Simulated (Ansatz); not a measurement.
A frame of B$_{9}$C$_{5}$ from dynamics at 4000 K, with the forces (eV/Å) computed on a k mesh in the last three columns. Method: DFT PBE, scalar-relativistic, plane waves, PAW (Ansatz 0.2.0).

Plane waves to 420 eV, a k mesh through Γ of 5×5×5 on the computed 14-atom cell and Fermi–Dirac smearing (0.34 eV); no spin polarisation.

```xyz
14
Lattice="4.732 -0.045 0.040 -0.045 4.985 -0.061 0.040 -0.061 4.826" Properties=species:S:1:pos:R:3:forces:R:3 pbc="T T T"
C     3.162    2.499    0.786    2.010   -0.200    0.740
C     1.142    4.754    2.873    0.450    0.040   -3.550
C     1.960    1.010    2.569   -1.780   -2.330   -0.140
C     0.525    2.361    3.534   -3.850   -5.170    1.280
C     3.496    4.032    1.032   -8.240   -6.490    3.960
B     1.698    2.613    2.653    3.680   -3.120   -1.070
B     4.239    4.554    0.100    5.530    6.290   -5.270
B     3.798    2.733    2.565    0.170    0.070    0.300
B     4.689    1.595    0.027    2.940    0.170   -1.720
B     3.675    0.987    1.064   -0.040    0.270    0.050
B     0.079    3.984    1.694    4.390    1.270    3.260
B     0.277    3.679    3.816    0.710    8.180   -0.590
B     2.116    1.471    0.788   -4.590    0.600    1.420
B     2.795    4.800    2.084   -1.380    0.430    1.320
```

Static pressure 16.4 GPa (no kinetic part), no gap on the mesh.

Counting as bonded all pairs within 1.2 times the summed covalent radii:

```csv
atom → neighbour,mean count,mean length (Å),spread (Å)
B → B,1.78,1.75,0.14
B → C,1.78,1.61,0.17
C → B,3.20,1.61,0.17
C → C,0.80,1.55,0.04
```

Angles between all pairs of such bonds at an atom (mean ± spread): 102 ± 33° at B, 106 ± 28° at C.

Cost: 1 run of about 0.79 core-minutes, on Arm Neoverse V2 (shared hosts).